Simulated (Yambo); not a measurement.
G0W0@LDA for KCl (rock salt, space group Fm-3m, No. 225) in Yambo. Reference settings: 4×4×4 Γ-centred k mesh, 136 bands and a 10 Ry block in the screening, 136 bands in G with the Bruneval-Gonze terminator, plasmon pole fitted at 27.2 eV. The LDA gap Γ → Γ on this mesh is 5.12 eV; G0W0 gaps are taken between the same points.

```
change from the reference     G0W0 gap Γ → Γ (eV)  shift of the valence edge (eV)
----------------------------  -------------------  ------------------------------
reference settings                           8.42                           -2.22
44 bands in G, no terminator                 8.21                           -1.77
84 bands in G                                8.42                           -2.21
2 Ry block                                      …                           -1.76
58 bands in W                                8.36                           -2.08
8 Ry block                                   8.39                           -2.17
no terminator                                8.38                           -2.13
```

Question: Estimate the withheld gaps from the other rows; the computed values follow.

Answer: 
- 2 Ry block, G0W0 gap Γ → Γ (eV): 7.90

The reference isn't shown to be the converged limit.

Geometry relaxed with LDA; primitive cell a = b = c = 4.2959 Å, α = β = γ = 60.00°.

A shift is the quasiparticle energy of the state minus its LDA energy.
